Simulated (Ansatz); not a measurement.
Method: Ansatz 0.2.0, DFT PBE, scalar-relativistic, plane waves, PAW. Settings: cutoff 420 eV, Γ-centred meshes spaced at most about 0.3 Å⁻¹, and about 0.25 Å⁻¹ or finer for metals (2π included), Gaussian smearing. No spin polarisation in the final relaxations.

Temperature and zero-point effects are left out.

Two relaxed structures of ZrNbGe₂:

A.

```cif
data_structure
_symmetry_space_group_name_H-M 'I4/mmm'
_symmetry_Int_Tables_number 139
_cell_length_a 4.9404
_cell_length_b 4.9404
_cell_length_c 5.8559
_cell_angle_alpha 90.000
_cell_angle_beta 90.000
_cell_angle_gamma 90.000
_cell_volume 142.93
loop_
_atom_site_label
_atom_site_type_symbol
_atom_site_symmetry_multiplicity
_atom_site_Wyckoff_symbol
_atom_site_fract_x
_atom_site_fract_y
_atom_site_fract_z
_atom_site_occupancy
Zr1 Zr 2 b 0.00000 0.00000 0.50000 1
Nb1 Nb 2 a 0.00000 0.00000 0.00000 1
Ge1 Ge 4 d 0.00000 0.50000 0.25000 1
```

B.

```cif
data_structure
_symmetry_space_group_name_H-M 'R-3m:H'
_symmetry_Int_Tables_number 166
_cell_length_a 3.7782
_cell_length_b 3.7782
_cell_length_c 18.7213
_cell_angle_alpha 90.000
_cell_angle_beta 90.000
_cell_angle_gamma 120.000
_cell_volume 231.44
loop_
_atom_site_label
_atom_site_type_symbol
_atom_site_symmetry_multiplicity
_atom_site_Wyckoff_symbol
_atom_site_fract_x
_atom_site_fract_y
_atom_site_fract_z
_atom_site_occupancy
Zr1 Zr 3 a 0.00000 0.00000 0.00000 1
Nb1 Nb 3 b 0.66667 0.33333 0.83333 1
Ge1 Ge 6 c 0.33333 0.66667 0.91298 1
```

Problem. Which is lower in energy, and by how much?

Solution. B is lower, by 109 meV/atom. A has space group I4/mmm (No. 139), 17.9 Å³/atom and no gap on its mesh; B has space group R-3m (No. 166), 19.3 Å³/atom and no gap. Counting Ge atoms around Nb and Zr (those within 1.25 times the shortest such distance or 1.15 times the sum of covalent radii, 1.27 where that leaves under three), A has Zr 8, Nb 8 and B has Zr 6, Nb 6. The lower one is the more open, so pressure narrows the difference. In A, around Zr lie 8 Ge at 2.87 Å, 2 Nb at 2.93 Å and 4 Nb at 3.49 Å; Nb has 8 Ge at 2.87 Å, 2 Zr at 2.93 Å and 4 Zr at 3.49 Å; Ge is surrounded by 4 Nb at 2.87 Å, 4 Zr at 2.87 Å, 2 Ge at 2.93 Å and 4 Ge at 3.49 Å. In B, Zr is surrounded by 6 Ge at 2.72 Å; Nb is surrounded by 6 Ge at 2.64 Å; around Ge lie 3 Nb at 2.64 Å and 3 Zr at 2.72 Å. Both come from invented guesses.

Cells relaxed within their symmetry can be saddle points.
